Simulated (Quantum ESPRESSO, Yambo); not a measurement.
A free-standing CdClOH monolayer (symmetry P3m1, slab cell 16.5 Å high) under uniaxial strain (along x, the other axes held), counted from the cell relaxed with PBEsol, atoms relaxed at each step. norm-conserving PBEsol (Quantum ESPRESSO, 102 Ry, without SOC); G0W0 in Yambo (6×6×1 Γ-centred k mesh, bands 5 to 100 and a 6 Ry block in the screening, 100 bands in G with the Bruneval-Gonze terminator, plasmon pole fitted at 27.2 eV, slab-truncated Coulomb interaction, stochastic integration of W near q = 0).

```json
[
 {"strain (%)": "-4", "PBEsol gap (eV)": "…", "kind": "direct", "G0W0 direct gap (eV)": "…"},
 {"strain (%)": "0", "PBEsol gap (eV)": "2.48", "kind": "direct", "G0W0 direct gap (eV)": "5.21 at Γ"},
 {"strain (%)": "+2", "PBEsol gap (eV)": "2.51", "kind": "direct", "G0W0 direct gap (eV)": "5.26 at Γ"}
]
```

### Question
Estimate the withheld gaps from the other strains; the computed values follow.

### Answer

- -4, PBEsol gap (eV): 2.28
- -4, G0W0 direct gap (eV): 4.97 at Γ

GW, BSE and RPA settings are held fixed; their convergence isn't established. Strains are linear. The screening block changes size along the series (323 vectors at -4 %, 343 vectors at +0 %, 343 vectors at +2 %), which puts steps into the G0W0 values. Spin-orbit splittings are left out.

This is a model layer cut from the bulk structure; whether it is stable on its own was not checked.
